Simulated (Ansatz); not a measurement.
TiSi2:
```xyz
6
Lattice="1.7636 -6.7610 0.0000 1.7636 6.7610 0.0000 0.0000 0.0000 3.5656" Properties=species:S:1:pos:R:3 pbc="T T T"
Ti     1.7636    -5.3657     2.6742
Ti     1.7636     5.3657     0.8914
Si     1.7636    -0.7884     2.6742
Si     1.7636     0.7884     0.8914
Si     1.7636     3.3837     2.6742
Si     1.7636    -3.3837     0.8914
```

Relaxed with r²SCAN.

Map the electron localisation function on the plane through (0.897, 0.103, 0.750) spanned by u = [1, 1, 0] and v = [1, -1, 0] in lattice vectors, from r²SCAN in the plane-wave PAW code Ansatz.

x is the fraction of u, y of v (the angle between them is 90°; rows are the nearest grid lines); atoms in the plane: Ti at (0.00, 0.00), Ti at (0.50, 0.50), Si at (0.00, 0.66), Si at (0.50, 0.16), Si at (0.00, 0.35), Si at (0.50, 0.85).
```
|*#@%=  .:-:.  =%@#*|
|#*+:..=*###*=..:+*#|
|   .=#%@@@@@%#=.   |
|--+#%%*=====*%%#+--|
|  .-++=--=--=++-.  |
|  .:-+#%@@@%#+-:.  |
|===++++*###*++++===|
|=+#@@@%*=-=*%@@@#+=|
|+--+%@%#+=+#%@%+--+|
|++****=:...:=****++|
|*+++-.       .-+++*|
|--:  -#@@%@@#-  :--|
|==:  -#@@%@@#-  :==|
|@@@%#=.     .=#%@@@|
|*#%@@%*=:.:=*%@@%#*|
|#+-=*#+-:.:-+#*=-+#|
|%%%#*=:     :=*#%%%|
|##*++++=====++++*##|
|==+*#%%%#*#%%%#*+==|
|=+#@@@#++*++#@@@#+=|
|==*#%%*-:::-*%%#*==|
|    .-+++*+++-.    |
|##+:  :-===-:  :+##|
|*#@%=  .:-:.  =%@#*|
```
Scale: ten equal steps from 0.048 (start of ' ') to 0.791 (end of '@'), in the order ' .:-=+*#%@'; x runs from 0.000 to 1.00, y from 0.000 (bottom) to 1.00 (top).

The density is the valence pseudo-density with augmentation charge, so density and ELF within about 1 Å of a nucleus are not all-electron values.

Space group Cmcm. The r²SCAN relaxation kept the symmetry of its start. No spin polarisation was allowed.

Potentials: the earlier of the program's two PAW sets.
